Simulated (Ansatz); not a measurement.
**Sc₃Al: two-dimensional strain map**

Theory: Ansatz 0.2.0, DFT PBEsol, scalar-relativistic, plane waves, PAW. Cutoff 420 eV, Γ-centred 12×12×12 k-points, Gaussian smearing of 0.15 eV. No spin polarisation. Energies are free energies at this smearing, counted from the undisturbed cell; pressure is positive in compression.

Reference structure (relaxed at this level; it needn't be the usual structure):

```
Sc Al
1.0
     4.37479    0.00000    0.00000
     0.00000    4.37479    0.00000
     0.00000    0.00000    4.37479
Sc Al
3 1
Cartesian
  2.1874 0.0000 2.1874
  0.0000 2.1874 2.1874
  2.1874 2.1874 0.0000
  0.0000 0.0000 0.0000
```

The cell is strained by p along both x and y and by q along z, fractional coordinates fixed. Points are written (p, q).

Energy above the undisturbed cell in meV/atom (a dash: not computed):

| p \ q | -0.030 | -0.015 | 0.000 | 0.015 | 0.030 |
| --- | --- | --- | --- | --- | --- |
| -0.030 | 38.8 | 27.4 | 19.9 | 16.0 | 15.4 |
| -0.015 | 17.6 | 9.4 | 4.9 | 3.8 | 5.9 |
| 0.000 | 6.9 | 1.7 | 0.0 | 1.6 | 6.2 |
| 0.015 | 5.7 | 3.4 | 4.4 | 8.5 | 15.5 |
| 0.030 | 13.1 | 13.6 | 17.1 | 23.6 | 32.9 |

Pressure in GPa:

```csv
p \ q,-0.030,-0.015,0.000,0.015,0.030
-0.030,7.3,5.9,4.6,3.4,2.3
-0.015,4.6,3.3,2.2,1.1,0.1
0.000,2.2,1.1,0.0,-1.0,-1.9
0.015,0.1,-0.9,-1.9,-2.8,-3.6
0.030,-1.8,-2.7,-3.6,-4.4,-5.1
```

Cost: 25 runs of about 6 core-minutes in all, on Arm Neoverse V2 (shared hosts).